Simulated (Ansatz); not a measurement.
Here is the system:

Pt:
```cif
data_Pt
_chemical_formula_sum 'Pt1'
_space_group_name_H-M_alt 'Pm-3m'
_space_group_IT_number 221
_space_group_name_Hall '-P 4 2 3'
_cell_length_a 2.62371
_cell_length_b 2.62371
_cell_length_c 2.62371
_cell_angle_alpha 90.000
_cell_angle_beta 90.000
_cell_angle_gamma 90.000
loop_
_atom_site_label
_atom_site_type_symbol
_atom_site_symmetry_multiplicity
_atom_site_Wyckoff_symbol
_atom_site_fract_x
_atom_site_fract_y
_atom_site_fract_z
_atom_site_occupancy
Pt1 Pt 1 a 0.00000 0.00000 0.00000 1
```

This is the PBE-relaxed structure.

Question: All from PBE in the plane-wave PAW code Ansatz, unless another level is named. Estimate the density of states at the Fermi level.

Answer: 1.4 states/eV per atom (mean over ±0.08 eV).

Question: Next, the gap with spin–orbit coupling?

Answer: none (metallic).

A made-up cell: these elements were put on the sites of a structure type; neither database checked (COD, Materials Project) lists it. It is not the phase usual at ambient conditions (space group No. 225). The PBE relaxation kept the symmetry of its start; whether a distortion lowers the energy is not shown. The run is not spin-polarised. Scalar-relativistic: spin–orbit coupling is off unless named, which matters more the heavier the elements.

Potentials: the later of the program's two PAW sets.
